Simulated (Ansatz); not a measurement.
CaTiO3:
```cif
data_Ca2O6Ti2
_chemical_formula_sum 'Ca2 Ti2 O6'
_space_group_name_H-M_alt 'P 1'
_space_group_IT_number 1
_cell_length_a 5.44147
_cell_length_b 5.44147
_cell_length_c 5.44147
_cell_angle_alpha 60.280
_cell_angle_beta 60.280
_cell_angle_gamma 60.280
loop_
_space_group_symop_operation_xyz
  'x, y, z'
loop_
_atom_site_label
_atom_site_type_symbol
_atom_site_fract_x
_atom_site_fract_y
_atom_site_fract_z
_atom_site_occupancy
Ca1 Ca 0.25000 0.25000 0.25000 1
Ca2 Ca 0.75000 0.75000 0.75000 1
Ti1 Ti 0.00000 0.00000 0.00000 1
Ti2 Ti 0.50000 0.50000 0.50000 1
O1 O 0.82009 0.67991 0.25000 1
O2 O 0.25000 0.82009 0.67991 1
O3 O 0.67991 0.25000 0.82009 1
O4 O 0.17991 0.32009 0.75000 1
O5 O 0.75000 0.17991 0.32009 1
O6 O 0.32009 0.75000 0.17991 1
```

Relaxed with PBE.

**Question.** Which orbitals make up the states near the band edges in the program Ansatz at the PBE level (PAW)?

**Answer.** Top 1 eV of the valence band: O 2p 94 %. Bottom 1 eV of the conduction band: Ti 3d 87 %, O 2p 11 %. Projections are on Löwdin-orthogonalised atomic valence shells; empty p or d shells of many metals are not among them.

**Question.** Tabulate the density of states.

**Answer.** States/eV per cell of 10 atoms, in 0.25 eV bins, energy from the valence-band maximum.

| E (eV) | total | O 2p | Ti 3d | O 2s |
|---|---|---|---|---|
| -4.45 | 0.00 | 0.00 | 0.00 | 0.00 |
| -4.20 | 2.05 | 1.47 | 0.40 | 0.00 |
| -3.95 | 12.29 | 8.97 | 2.29 | 0.03 |
| -3.70 | 10.82 | 7.70 | 2.58 | 0.04 |
| -3.45 | 8.37 | 6.21 | 1.76 | 0.05 |
| -3.20 | 7.74 | 5.91 | 1.39 | 0.07 |
| -2.95 | 9.38 | 7.44 | 1.45 | 0.07 |
| -2.70 | 11.60 | 9.57 | 1.45 | 0.07 |
| -2.45 | 10.14 | 8.51 | 1.13 | 0.05 |
| -2.20 | 6.14 | 4.93 | 0.91 | 0.05 |
| -1.95 | 4.34 | 3.60 | 0.52 | 0.04 |
| -1.70 | 5.69 | 4.89 | 0.48 | 0.06 |
| -1.45 | 6.49 | 5.73 | 0.39 | 0.07 |
| -1.20 | 6.80 | 6.15 | 0.35 | 0.05 |
| -0.95 | 9.73 | 8.89 | 0.47 | 0.06 |
| -0.70 | 11.45 | 10.62 | 0.45 | 0.05 |
| -0.45 | 12.09 | 11.46 | 0.27 | 0.03 |
| -0.20 | 8.48 | 8.19 | 0.07 | 0.01 |
| 0.05 | 0.37 | 0.36 | 0.00 | 0.00 |
| 0.30 | 0.00 | 0.00 | 0.00 | 0.00 |
| 0.55 | 0.00 | 0.00 | 0.00 | 0.00 |
| 0.80 | 0.00 | 0.00 | 0.00 | 0.00 |
| 1.05 | 0.00 | 0.00 | 0.00 | 0.00 |
| 1.30 | 0.00 | 0.00 | 0.00 | 0.00 |
| 1.55 | 0.00 | 0.00 | 0.00 | 0.00 |
| 1.80 | 0.00 | 0.00 | 0.00 | 0.00 |
| 2.05 | 0.00 | 0.00 | 0.00 | 0.00 |
| 2.30 | 0.15 | 0.00 | 0.15 | 0.00 |
| 2.55 | 2.32 | 0.12 | 2.17 | 0.00 |
| 2.80 | 2.96 | 0.28 | 2.62 | 0.00 |
| 3.05 | 4.04 | 0.53 | 3.42 | 0.00 |
| 3.30 | 5.44 | 0.86 | 4.41 | 0.01 |
| 3.55 | 6.46 | 1.14 | 5.07 | 0.01 |
| 3.80 | 10.74 | 1.95 | 8.31 | 0.06 |
| 4.05 | 11.67 | 2.18 | 8.80 | 0.07 |
| 4.30 | 4.09 | 0.78 | 3.00 | 0.02 |
| 4.55 | 0.12 | 0.03 | 0.09 | 0.00 |
| 4.80 | 0.00 | 0.00 | 0.00 | 0.00 |
| 5.05 | 1.91 | 0.21 | 1.42 | 0.17 |
| 5.30 | 3.79 | 0.43 | 2.76 | 0.37 |
| 5.55 | 3.86 | 0.49 | 2.73 | 0.39 |
| 5.80 | 2.77 | 0.41 | 1.87 | 0.26 |
| 6.05 | 2.66 | 0.45 | 1.70 | 0.22 |
| 6.30 | 2.15 | 0.28 | 0.88 | 0.13 |
| 6.55 | 5.31 | 0.62 | 1.72 | 0.26 |
| 6.80 | 6.86 | 0.70 | 1.61 | 0.30 |
| 7.05 | 10.80 | 0.79 | 1.32 | 0.26 |

Space group R-3c. The start of the workflow was typed in or built on a structure type; neither database checked (COD, Materials Project) lists it. COD files the formula under space group No. 11, 62, 65, 140, 221. Whether it is the stable phase at ambient conditions was not checked. The cell was relaxed with PBE under the symmetry of its start; its stability against distortions is not shown here. The workflow began spin-polarised and lost its moments.

Potentials: the earlier of the program's two PAW sets.
